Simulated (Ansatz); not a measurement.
Consider the following.

GeMo$_{2}$C:
```
CELL_PARAMETERS angstrom
      3.14169     0.00000     0.00000
     -1.57084     2.72078     0.00000
      0.00000     0.00000    12.42898
ATOMIC_POSITIONS crystal
  Ge 0.66667 0.33333 0.25000
  Ge 0.33333 0.66667 0.75000
  Mo 0.66667 0.33333 0.91038
  Mo 0.33333 0.66667 0.08962
  Mo 0.33333 0.66667 0.41038
  Mo 0.66667 0.33333 0.58962
  C  0.00000 0.00000 0.00000
  C  0.00000 0.00000 0.50000
```

This is the r²SCAN-relaxed structure. x, y and z are the axes in which the lattice vectors are written.

Question: All from the program Ansatz at the r²SCAN level (PAW), unless another level is named. Estimate the Debye temperature from the elastic constants.

Answer: 438 K.

Question: And the elastic constants (relaxed ions, GPa)?

Answer: C11 = 306, C12 = 160, C13 = 193, C33 = 327, C44 = 114.

Space group P6_3/mmc. The start of the workflow was typed in or built on a structure type; neither database checked (COD, Materials Project) lists it. Its standing as an ambient phase is unchecked. Symmetry was held in the r²SCAN relaxation; whether a distortion lowers the energy is not shown. No spin polarisation was allowed. As this level gives no gap, shear constants depend on the k-mesh and smearing (Fermi–Dirac, 0.1 eV here).

Potentials: the earlier of the program's two PAW sets.
